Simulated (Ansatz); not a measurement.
**Mg3CdS4 (P4/mmm) at 2 levels of theory**

One geometry, relaxed with PBE; plane waves with PAW potentials in Ansatz, scalar-relativistic. No spin polarisation. Gaps are the least over mesh and band path; pressure is positive in compression.

```yaml
crystal:
  lattice:
    - [3.75228, 0.00000, 0.00000]
    - [0.00000, 3.75228, 0.00000]
    - [0.00000, 0.00000, 10.63238]
  atoms:
    - { symbol: Mg, position: [0.00000, 0.00000, 0.74561] }
    - { symbol: Mg, position: [0.00000, 0.00000, 0.25439] }
    - { symbol: Mg, position: [0.50000, 0.50000, 0.50000] }
    - { symbol: Cd, position: [0.50000, 0.50000, 0.00000] }
    - { symbol: S, position: [0.00000, 0.00000, 0.00000] }
    - { symbol: S, position: [0.50000, 0.50000, 0.25684] }
    - { symbol: S, position: [0.00000, 0.00000, 0.50000] }
    - { symbol: S, position: [0.50000, 0.50000, 0.74316] }
```

```tsv
level	cutoff (eV)	k mesh	gap (eV)	pressure (GPa)
PBE	420	8×8×4	1.05	0.0
```

**Question.** What comes out on the same cell with r2SCAN?

**Answer.**
| level | cutoff (eV) | k mesh | gap (eV) | pressure (GPa) |
| --- | --- | --- | --- | --- |
| r2SCAN | 500 | 8×8×4 | 1.56 | -1.3 |

The cell was found from a structure generator's guess, not taken from experiment.
